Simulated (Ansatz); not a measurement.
HgTe:
```xyz
2
Lattice="0.0000 3.3253 3.3253 3.3253 0.0000 3.3253 3.3253 3.3253 0.0000" Properties=species:S:1:pos:R:3 pbc="T T T"
Te     4.9880     4.9880     4.9880
Hg     0.0000     0.0000     0.0000
```

Relaxed with PBE.

### Question
List the phonon frequencies at the special points (DFPT on a 3×3×3 q-mesh, Fourier-interpolated; PBE (plane waves, PAW; program Ansatz)).

### Answer
In cm⁻¹; no LO–TO term at Γ, as the run had none.

| q | frequencies |
|---|---|
| Γ | 0 0 0 97 97 97 |
| X | 17 17 86 120 120 120 |
| U | 21 24 80 113 117 128 |
| K | 21 24 80 113 117 128 |
| L | 23 23 79 108 108 127 |
| W | 20 23 79 110 122 127 |

Space group F-43m (zinc blende). Symmetry was held in the PBE relaxation; phonons on a q-mesh show no instability. As this level gives no gap, phonon frequencies hold no LO–TO term and depend on the k-mesh and smearing (Fermi–Dirac, 0.1 eV here). Scalar-relativistic: spin–orbit coupling is off unless named, which matters more the heavier the elements.

Potentials: the later of the program's two PAW sets.
